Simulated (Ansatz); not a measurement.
### Question
Name crystals whose computed values (PBEsol in the plane-wave PAW code Ansatz) fall in these windows: B₀ by P(V) fit (GPa) 58 to 68; Θ_D (K) 420 to 530.

### Answer


```tsv
crystal	B₀ by P(V) fit (GPa)	Θ_D (K)
Ca3GeO, anti-perovskite	63.1	475
Ca3SbN, anti-perovskite	62.3	435
```
Others may fit too.

Standing as an ambient phase not checked: Ca3GeO, anti-perovskite; Ca3SbN, anti-perovskite. All cells were relaxed under the symmetry of their starts (and spin orders); stability against distortions was not tested throughout. Spin–orbit coupling is left out wherever it is not named.

Potentials: the later of the program's two PAW sets.
